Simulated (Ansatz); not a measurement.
Input file for Ansatz (an electronic-structure program):

Ansatz 0.2 input:
```yaml
crystal:
  lattice:
    - [-3.3047811779, 3.3047811779, 2.6359929718]
    - [3.3047811779, -3.3047811779, 2.6359929718]
    - [3.3047811779, 3.3047811779, -2.6359929718]
  atoms:
    - { symbol: Hf, position: [0.8449438714, 0.6550561286, 0.5] }
    - { symbol: Hf, position: [0.1550561286, 0.3449438714, 0.5] }
    - { symbol: Hf, position: [0.6550561286, 0.1550561286, 0.8101122572] }
    - { symbol: Hf, position: [0.3449438714, 0.8449438714, 0.1898877428] }
    - { symbol: Ge, position: [0.75, 0.75, 0.0] }
    - { symbol: Ge, position: [0.25, 0.25, 0.0] }
kpoints:
  mp_grid: { grid: [10, 10, 10] }
hamiltonian:
  xc: r2scan
  pseudopotentials: { kind: paw }
scf:
  occupations: { method: gaussian, width: 0.05 }
checkpoint: { read: metal.run }
output: { bader: true, populations: true }
```

Output (shortened):

```
Pseudopotential: Hf, paw, valence charge 26
Pseudopotential: Ge, paw, valence charge 14
Functional definition: r2SCAN
Crystal: 6 atoms, lattice volume = 115.157 Å³
Basis set: ecut = 500 eV, 2913 PW (Γ), exchange–correlation on 160×160×160 points (64 copies of the dense FFT grid, shifted against one another)
Bands: 80, of which v1, the nominal top of the filled ones, is band 66 counted from 1 (65 counted from 0)
Symmetry: 16 space group operations
Space group: I4/mcm (ITA 140), of the structure as read, at distance tolerance 4.9e-5 Å
k-points: 102 of 1000
Stability of the state it starts from, as read at its close in the unpolarized treatment …
iter 1 solved again at ethr=1.98e-8 eV; its pass at ethr=3.10e-3 eV (dr2=2.61e-5 eV) is discarded
SCF iter   1: F=—  HF=-71542.376297 eV  |F-HF|=—  |Δ(HF+E_count)|=         —  Δρ=2.32e-7  dr2=3.05e-11  dr2_τ=1.22e-11  ethr=1.98e-8  ⟨swp⟩=3.1  Hψ=47688  notcnv=0
preconditioner: auto → Kerker (q_TF=auto, 2.791 Å⁻¹)
SCF iter   2: F=-71542.376297 eV  HF=-71542.376297 eV  |F-HF|=0.00e0  |Δ(HF+E_count)|=   2.33e-8  Δρ=1.33e-7  dr2=9.52e-12  dr2_τ=8.53e-12  ethr=1.00e-12  ⟨swp⟩=6.4  Hψ=30830  notcnv=0
SCF 1 converged in 2 iterations: F = -71542.376297 eV  dr2 = 9.52e-12
SCF converged after 2 iterations
Free energy (F): -71542.376297 eV
Harris-Foulkes:  -71542.376297 eV  (|F-HF|=0.00e0)
Internal energy: -71542.373976 eV  (E = F + TS)
E sigma→0 (E₀):  -71542.375136 eV
Entropy (-TS):   -0.002321 eV (-0.387 meV/atom)
Fermi energy:    18.847035 eV
--- Per-component energies (eV) ---
  E_band       = -11.399093
  E_kinetic    = 1919.952296
  E_local      = -23950.002985  (includes V_loc(G=0)·N_el)
  E_nonlocal   = -4154.741758
  E_hartree    = 11191.788055
  E_xc         = -1274.384214
  E_vxc        = -1312.822915  (∫ρ·V_xc dr)
  E_paw        = -31874.978667  (= ΣΔE_a)
  E_vpaw       = 5037.240711  (= ΣTr[D̂ρ^β])
  E_aug_tail   = 0.000024  (compensation charges beyond the density's cutoff)
  E_vtau       = 65.399737  (kinetic-family band-sum trace: ∫τ·v_τ [+ j·A + Jᵃ·Aᵃ] dr)
  E_ewald      = -23399.121284
  E_core_change = -0.885444  (= ΣΔE_core)
  E_smearing   = -0.002321  (= −TS)
  E_closure    =  0.000000  (closes the sum)
  Σ components = -71542.376297   (vs F -71542.376297, Δ=0.00e0)
  [band-id]    e_kinetic+e_local+e_nonlocal+2·e_hartree+e_vxc+e_vpaw+e_augmentation_tail+e_vtau = -11.398779   (vs E_band -11.399093, Δ=3.14e-4)
--- Band table (eV; the first three rows and the last of 102) ---
  k-point 0: bands = ["-44.5678", "-44.5360", "-44.4988", "-44.4988", "-12.7989", "-12.7872", "-12.6983", "-12.6983", "-12.6348", "-12.6348", "-12.5827", "-12.5606", "-12.5516", "-12.2652", "-12.1999", "-12.1999", "-5.9922", "-5.8745", "-5.8745", "-5.7586", …
  k-point 1: bands = ["-44.5668", "-44.5358", "-44.5001", "-44.4988", "-12.7961", "-12.7935", "-12.6978", "-12.6844", "-12.6591", "-12.6352", "-12.5793", "-12.5643", "-12.5241", "-12.2681", "-12.2120", "-12.2001", "-5.9922", "-5.8748", "-5.8734", "-5.7586", …
  k-point 2: bands = ["-44.5640", "-44.5350", "-44.5037", "-44.4988", "-12.8068", "-12.7808", "-12.6977", "-12.6950", "-12.6588", "-12.6362", "-12.5836", "-12.5624", "-12.4758", "-12.2770", "-12.2438", "-12.2007", "-5.9921", "-5.8757", "-5.8706", "-5.7587", …
  k-point 101: bands = ["-44.5368", "-44.5251", "-44.5199", "-44.5199", "-12.8635", "-12.8075", "-12.7680", "-12.6351", "-12.6351", "-12.5754", "-12.5214", "-12.4969", "-12.3514", "-12.3514", "-12.3188", "-12.3188", "-5.9915", "-5.8662", "-5.8662", "-5.7568", …
--- Löwdin populations: 6 sites ---
  site symbol       q [e]
     0     Hf     25.7282
     1     Hf     25.7282
     2     Hf     25.7282
     3     Hf     25.7282
     4     Ge     14.3667
     5     Ge     14.3667
  spilling = 0.002681 (of n_electrons = 132.000000)
--- Bader charges: 6 sites ---
  site symbol  charge [e]  shift [e]
     0     Hf      0.7997     0.0001
     1     Hf      0.7997     0.0001
     2     Hf      0.7996     0.0001
     3     Hf      0.7996     0.0001
     4     Ge     -1.5991     0.0002
     5     Ge     -1.5995     0.0002
  shift: an alarm, by how much a part of what the PAW files miss would move the charge. Where it is large, compare
  with a run on PAW files of another source; a small one proves nothing
  estimated error of the sums over rays = 6.7e-4 e
```

Cost: around 2.4 core-minutes (rough) on shared cores.

The workflow started from a Materials Project entry (that database holds measured and hypothetical structures alike); the Crystallography Open Database copy checked does not list it. Whether it is the stable phase at ambient conditions was not checked. The r²SCAN relaxation kept the symmetry of its start; its stability against distortions is not shown here. No spin polarisation was allowed. Scalar-relativistic: spin–orbit coupling is off unless named, which matters more the heavier the elements.

Potentials: the later of the program's two PAW sets.

Ansatz is a plane-wave DFT program.
